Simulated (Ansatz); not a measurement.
The geometry is COD entry 9008482, unchecked; take it as a test cell.

Input and log of a run on Rh: DFT, PBEsol, all-electron LAPW, scalar-relativistic (Ansatz 0.2.0).

Command: `ansatz run input.yaml --threads 1 --pin off --max-ram 3072MiB --backend cpu --events-out ev --progress --plain --runs-dir out` The run took 19 s on 1 thread of Arm Neoverse V1, with other jobs on the host, peak memory 0.33 GiB.

```yaml
crystal:
  lattice:
    - [0.0, 1.90155, 1.90155]
    - [1.90155, 0.0, 1.90155]
    - [1.90155, 1.90155, 0.0]
  atoms:
    - { symbol: Rh, position: [0.0, 0.0, 0.0] }
kpoints:
  mp_grid: { grid: [16, 16, 16] }
  band_path:
    path:
      - [0.0, 0.0, 0.0]
      - [0.5, 0.0, 0.5]
      - [0.625, 0.25, 0.625]
      - [0.375, 0.375, 0.75]
      - [0.0, 0.0, 0.0]
      - [0.5, 0.5, 0.5]
      - [0.5, 0.25, 0.75]
      - [0.5, 0.0, 0.5]
    npoints: 14
scf:
  occupations: { method: fermi_dirac, width: 0.08 }
hamiltonian:
  xc: pbesol
  pseudopotentials: { kind: all_electron, lapw: { basis_error: 0.001 } }
output:
  forces: true
  stress: true
  eigenvalues: true
  fatbands: true
  populations: true
  dos: { projected: true, de: 0.2, e_range: [-14, 8] }
```

The log:

```
Rh: projections on atomic orbitals take those of the free atom 1s2 2s2 2p6 3s2 3p6 3d10 4s2 4p6 4d8 5s1, of charge +0.00 (hamiltonian.pseudopotentials.projection_atoms)
LAPW: plane waves up to 8.522 Å⁻¹, error target 1.0e-3 eV per atom; small_component_spin mean_spin; Rh in spheres of 1.345 Å, 27 of its electrons in bands, Dirac shells []
Engine: ansatz 0.2.0
Pseudopotentials: kind: all_electron
Pseudopotential: Rh, LAPW, valence charge 27, Koelling and Harmon's equation, gaussian nucleus
Functional definition: PBEsol
  exchange = pbesol_x
  correlation = pbesol_c
Crystal: 1 atoms, lattice volume = 13.752 Å³
Basis set: ecut = 276.7241853080265 eV, 137 PW (Γ), exchange–correlation at level 2
Bands: 18, of which v1, the nominal top of the filled ones, is band 14 counted from 1 (13 counted from 0)
Symmetry: 48 space group operations
Space group: Fm-3m (ITA 225), of the structure as read, at distance tolerance 2.4e-5 Å
k-points: 145 of 4096
Non-local potential: Rh, projectors of the file, none
Initial density: superposition of atomic densities (chi_scale 0.1, normalization cell)
Initial wavefunctions: plane waves of lowest kinetic energy (no species holds an atomic orbital)
Functional: x = pbesol(κ = 0.804, μ = 0.12345679012345678), c = pbesol(β = 0.046)
iter 1 solved again at ethr=3.92e-4 eV; its pass at ethr=1.00e-1 eV (dr2=1.06e-1 eV) is discarded
SCF iter   1: F=—  HF=-130123.722340 eV  |F-HF|=—  |Δ(HF+E_count)|=         —  Δρ=3.92e-2  dr2=1.06e-1  ethr=3.92e-4  ⟨swp⟩=2.9  Hψ=17056  notcnv=0
preconditioner: auto → none  [metal: Δε(μ)=0.031 eV  Ē_g=13.750 eV  σ=0.080 eV  W_gap=0.10  n_scr=8 (ndim 8)  ℏωp=30.0 eV  f_vac=0.000  D(μ)=1.32/eV (n_scr^D=14)  sad-step TF]
iter 2 solved again at ethr=1.04e-5 eV; its pass at ethr=3.92e-4 eV (dr2=2.80e-3 eV) is discarded
SCF iter   2: F=—  HF=-130123.231173 eV  |F-HF|=—  |Δ(HF+E_count)|=   4.91e-1  Δρ=4.97e-3  dr2=2.81e-3  ethr=1.04e-5  ⟨swp⟩=2.0  Hψ=13130  notcnv=0
SCF iter   3: F=—  HF=-130123.183518 eV  |F-HF|=—  |Δ(HF+E_count)|=   4.77e-2  Δρ=6.28e-3  dr2=3.37e-3  ethr=1.04e-5  ⟨swp⟩=2.3  Hψ=7339  notcnv=0
SCF iter   4: F=—  HF=-130123.180963 eV  |F-HF|=—  |Δ(HF+E_count)|=         —  Δρ=7.97e-4  dr2=5.87e-5  ethr=1.04e-5  ⟨swp⟩=2.0  Hψ=7293  notcnv=0
the basis was enlarged: its passes take 417.6 KiB over the memory plan, 1 of 1 planned eigensolver slots
SCF iter   5: F=—  HF=-130123.180944 eV  |F-HF|=—  |Δ(HF+E_count)|=   1.83e-5  Δρ=8.50e-5  dr2=6.09e-7  ethr=2.17e-7  ⟨swp⟩=2.0  Hψ=7292  notcnv=0
SCF iter   6: F=-130123.180944 eV  HF=-130123.180945 eV  |F-HF|=2.05e-8  |Δ(HF+E_count)|=   3.10e-7  Δρ=3.05e-6  dr2=7.88e-10  ethr=2.25e-9  ⟨swp⟩=2.2  Hψ=7334  notcnv=0
SCF 1 converged in 6 iterations: F = -130123.180944 eV  dr2 = 7.88e-10
NSCF: frozen V_eff on 99 k-points
SCF converged after 6 iterations
Free energy (F): -130123.180944 eV
Harris-Foulkes:  -130123.180945 eV  (|F-HF|=2.05e-8)
Internal energy: -130123.151462 eV  (E = F + TS)
E sigma→0 (E₀):  -130123.166203 eV
Entropy (-TS):   -0.029482 eV (-29.482 meV/atom)
Fermi energy:    24.420115 eV
--- Per-component energies (eV) ---
  E_band       = -2775.621295
  E_kinetic    = 135540.970639
  E_xc         = -3715.342235
  E_electrostatic = -261948.779865  (all electrons and nuclei)
  E_smearing   = -0.029482  (= −TS)
  E_closure    = -0.000000  (closes the sum)
  E_atoms      = -130115.028065  (free atoms, spherical and without spin; not in F)
  Σ components = -130123.180944   (vs F -130123.180944, Δ=0.00e0)
  Basis errors (estimates in eV, not in F): energy 2.0e-4 per atom: plane waves 1.6e-4 (1.2e-4 summed), levels above the bands 1.6e-106, relativity 2.6e-8, radial functions 4.2e-5, core shells 3.1e-7; eigenvalues (radial functions only) 1.2e-5; not estimated: angular momenta, meshes, grids; target (lapw.basis_error) 1.0e-3; muffin-tin radii Rh 1.345 Å
--- Forces (eV/Å), atoms counted from 1 ---
  atom   1  Rh     0.00000000     0.00000000     0.00000000
  max |Σ_I F_I| component: 6.57e-32 eV/Å
--- Stress (GPa, compression-positive) ---
       -4.890084       0.000000       0.000000
        0.000000      -4.890084      -0.000000
        0.000000      -0.000000      -4.890084
  P = ⅓ Tr σ = -4.8901 GPa (-48.901 kbar)
--- Band table (eV; the first three rows and the last of 145) ---
  k-point 0: bands = ["-272.5329", "-272.5329", "-272.5329", "-272.5046", "-272.5046", "-54.3886", "-21.8705", "-21.8705", "-21.8705", "16.3733", "21.3287", "21.3287", "21.3287", "23.4421", "23.4421", "40.1394", "45.4715", "45.4715"]
  k-point 1: bands = ["-272.5329", "-272.5329", "-272.5329", "-272.5046", "-272.5046", "-54.3843", "-21.8995", "-21.8744", "-21.8744", "16.5305", "21.2582", "21.3904", "21.3904", "23.4073", "23.4073", "40.3668", "44.6737", "45.7009"]
  k-point 2: bands = ["-272.5329", "-272.5329", "-272.5329", "-272.5046", "-272.5046", "-54.3721", "-21.9817", "-21.8856", "-21.8856", "16.9755", "21.0916", "21.5446", "21.5446", "23.3411", "23.3411", "40.9541", "43.0556", "46.3621"]
  k-point 144: bands = ["-272.5329", "-272.5329", "-272.5329", "-272.5046", "-272.5046", "-54.2375", "-22.3566", "-22.3566", "-22.1494", "19.3772", "20.5927", "20.5927", "23.2187", "25.4248", "33.9776", "33.9776", "35.5668", "37.0365"]
--- Löwdin populations: 1 site ---
  site symbol       q [e]
     0     Rh     44.9021
  spilling = 0.002176 (of n_electrons = 45.000000)
```
